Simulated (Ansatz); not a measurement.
Relaxed Si (diamond):

```
Si
1.0
    0.00000     2.71678     2.71678
    2.71678     0.00000     2.71678
    2.71678     2.71678     0.00000
Si
2
Cartesian
  2.71678   2.71678   2.71678
  4.07517   4.07517   4.07517
```

Scan: atom 1 (Si, nearest neighbour Si at 2.353 Å; its periodic images, 3.8 Å or more away, move with it) is displaced along Cartesian [110], direction (0.707, 0.707, 0.000) in Cartesian axes, by s. The other atoms stay.

All values below come from PBEsol (plane waves to 420 eV, PAW, scalar-relativistic; Ansatz, an electronic-structure program). k mesh 9×9×9 (Γ-centred), Fermi-Dirac smearing 0.05 eV. E stands for the smeared free energy. As the smearing reaches across the gap at some points, energies and forces of such displacements shift with the k mesh and the smearing. Si was relaxed with its symmetry unable to fall. The PAW data are Ansatz's earlier set. ΔE is measured from the undisplaced structure. The last digit holds for this mesh only.

```csv
s (Å),ΔE (meV/cell)
-0.240,373.0
-0.192,240.9
-0.144,136.9
-0.096,61.1
-0.048,withheld
0.000,0.0
0.048,withheld
0.096,61.1
0.144,136.9
0.192,240.9
0.240,373.0
```

Problem. Fit an even polynomial form (powers 2, 4) to the given rows and predict ΔE at s = 0.048.

Solution. Least squares on the 9 given rows: ΔE = (6658)·s² + (-3183)·s⁴, in meV/cell with s in Å; root-mean-square residual 0.14 meV/cell. At 0.048 the fit gives 15.3 meV/cell; the calculation gives 15.3 meV/cell, the same to the digits shown. The quadratic term alone would give 15.3 meV/cell.

(For displaced atoms, the force is minus the slope of the energy, and its curvature is a force constant, which sets phonon frequencies.)
